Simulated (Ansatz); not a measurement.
The start is a generated trial cell of Ru in the hcp structure type. A full variable-cell relaxation at zero pressure is run with r2SCAN (plane waves to 500 eV, PAW, scalar-relativistic; Ansatz, an electronic-structure program). The first steps use a coarse 14×14×8 k-mesh.

The start:
```
CELL_PARAMETERS angstrom
      2.70000     0.00000     0.00000
     -1.35000     2.33827     0.00000
      0.00000     0.00000     4.27680
ATOMIC_POSITIONS crystal
  Ru 0.33333 0.66667 0.75000
  Ru 0.66667 0.33333 0.25000
```

### Question
By how much does the energy per atom fall from start to end?

### Answer
Under 0.01 eV/atom.

### Question
Is the relaxed structure metallic? Give its gap.

### Answer
No gap (metallic).

### Question
Give the final cell and atomic positions.

### Answer

```cif
data_Ru2
_chemical_formula_sum 'Ru2'
_space_group_name_H-M_alt 'P63/mmc'
_space_group_IT_number 194
_space_group_name_Hall '-P 6c 2c'
_cell_length_a 2.70457
_cell_length_b 2.70457
_cell_length_c 4.26015
_cell_angle_alpha 90.000
_cell_angle_beta 90.000
_cell_angle_gamma 120.000
loop_
_atom_site_label
_atom_site_type_symbol
_atom_site_symmetry_multiplicity
_atom_site_Wyckoff_symbol
_atom_site_fract_x
_atom_site_fract_y
_atom_site_fract_z
_atom_site_occupancy
Ru1 Ru 2 d 0.66667 0.33333 0.25000 1
```

The space group stays P6₃/mmc (No. 194) (the run could not lower it); the end is hcp (Mg type), with 2 atoms in the primitive cell. Final values are on a 20×20×11 k-mesh of the relaxed cell. No spin polarisation in the result.

The run could not lose the symmetry of its start; a randomly shaken copy of 2 atoms returns to this structure.

All atoms sit on sites fixed by symmetry, so only the cell could relax.
